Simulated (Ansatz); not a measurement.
**Relaxing a structure of LiNbO3**

The start is a generated cell, LiNbO3 built in the LiNbO3 structure type. A full variable-cell relaxation at zero pressure is run with PBE (plane waves to 420 eV, PAW, scalar-relativistic; Ansatz, an electronic-structure program). First-step values are on the input's coarse k-mesh.

Ansatz input (later rounds restart from its end on a renewed k-mesh):
Ansatz 0.2 input:
```yaml
crystal:
  lattice:
    - [2.6271001, 1.5167569, 4.6253]
    - [-2.6271001, 1.5167569, 4.6253]
    - [0, -3.0335139, 4.6253]
  atoms:
    - { symbol: Li, position: [0.7125, 0.7125, 0.7125] }
    - { symbol: Li, position: [0.2125, 0.2125, 0.2125] }
    - { symbol: Nb, position: [0.9872, 0.9872, 0.9872] }
    - { symbol: Nb, position: [0.4872, 0.4872, 0.4872] }
    - { symbol: O, position: [0.63737, 0.85907, 0.25357] }
    - { symbol: O, position: [0.85907, 0.25357, 0.63737] }
    - { symbol: O, position: [0.25357, 0.63737, 0.85907] }
    - { symbol: O, position: [0.75357, 0.35907, 0.13737] }
    - { symbol: O, position: [0.35907, 0.13737, 0.75357] }
    - { symbol: O, position: [0.13737, 0.75357, 0.35907] }
basis: { ecutwfc: 420, ecutrho_ratio: 4, xc_grid: 2, fft_grid_basis: typed }
kpoints: { mp_grid: { grid: [6, 6, 6] } }
hamiltonian:
  xc: pbe
  dispersion: none
  pseudopotentials: { azcp: { folder: ./paw }, kind: paw }
scf: { occupations: { method: fermi_dirac, width: 0.05 } }
relax: { f_tol: 0.01, max_steps: 100, cell: { stress_tol: 0.02 } }
output: { forces: true, stress: true }
```

What is the largest force in the starting geometry, and on which atom (counted from 1)?

0.41 eV/Å, on Nb3, Nb4 (atoms numbered as listed).

By how much does the energy per atom fall from start to end?

0.013 eV/atom.

Is the relaxed structure metallic? Give its gap.

3.54 eV, indirect (valence top at k = (0.125, 0.125, 0.125), conduction bottom at k = (0, 0.375, -0.375)) (no spin-orbit coupling).

Write out the relaxed structure.


```cif
data_Li6Nb6O18
_chemical_formula_sum 'Li6 Nb6 O18'
_space_group_name_H-M_alt 'R3c :H'
_space_group_IT_number 161
_space_group_name_Hall 'R 3 -2"c'
_cell_length_a 5.18987
_cell_length_b 5.18987
_cell_length_c 14.01641
_cell_angle_alpha 90.000
_cell_angle_beta 90.000
_cell_angle_gamma 120.000
loop_
_atom_site_label
_atom_site_type_symbol
_atom_site_symmetry_multiplicity
_atom_site_Wyckoff_symbol
_atom_site_fract_x
_atom_site_fract_y
_atom_site_fract_z
_atom_site_occupancy
Li1 Li 6 a 0.00000 0.00000 0.29736 1
Nb1 Nb 6 a 0.00000 0.00000 0.01619 1
O1 O 18 b 0.04723 0.34208 0.07891 1
```
(The calculation used a cell of 10 atoms; values per cell refer to that cell.)

The space group stays R3c (No. 161) (the run could not lower it); the end is AFLOW prototype ABC3_hR10_161_a_a_b (as in LiNbO3), with 10 atoms in the primitive cell. Final values are on a 8×8×8 k-mesh of the relaxed cell. No spin polarisation in the result.

The run could not lose the symmetry of its start.
